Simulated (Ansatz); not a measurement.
The end of the path is a generated cell of Mn: the first start was made by placing the elements on the sites of a structure type, and the end was not matched to a known phase here, so it may be hypothetical.

A geometry of Mn away from equilibrium: step 3 of the relaxation of a generated cell, Mn placed in the AFLOW prototype A_tP12_96_ab (as in Si). Method: PBEsol (plane waves to 420 eV, PAW, scalar-relativistic; Ansatz, a program for electronic structure). Γ-centred k-mesh 6×6×5 on the run's cell (coarser than for final values), Fermi–Dirac smearing 0.05 eV. The plane waves were selected for a different cell earlier on the path.

```
CELL_PARAMETERS angstrom
      4.82086     0.00000     0.00000
      0.00000     4.82086     0.00000
      0.00000     0.00000     5.89525
ATOMIC_POSITIONS crystal
  Mn 0.11466 0.11466 0.00000
  Mn 0.61466 0.38534 0.25000
  Mn 0.38534 0.61466 0.75000
  Mn 0.88534 0.88534 0.50000
  Mn 0.17668 0.35247 0.32936
  Mn 0.67668 0.14753 0.92064
  Mn 0.32332 0.85247 0.42064
  Mn 0.82332 0.64753 0.82936
  Mn 0.64753 0.82332 0.17064
  Mn 0.14753 0.67668 0.07936
  Mn 0.85247 0.32332 0.57936
  Mn 0.35247 0.17668 0.67064
```
Spin-polarised start, with parallel moments on Mn.

Q: What forces act on the atoms (eV/Å)?

A: 
```tsv
atom	Fx	Fy	Fz
Mn1	0.43	0.43	0.00
Mn2	0.43	-0.43	0.00
Mn3	-0.43	0.43	0.00
Mn4	-0.43	-0.43	0.00
Mn5	-0.55	-0.29	0.52
Mn6	-0.55	0.29	-0.52
Mn7	0.55	-0.29	-0.52
Mn8	0.55	0.29	0.52
Mn9	0.29	0.55	-0.52
Mn10	0.29	-0.55	0.52
Mn11	-0.29	0.55	0.52
Mn12	-0.29	-0.55	-0.52
```

The path ends in P4₁2₁2 (No. 92). No spin polarisation in the result: the starting moments vanished. A magnetic state may lie lower.

The run could not lose the symmetry of its start: the end is stationary, and may be a saddle point rather than a minimum.
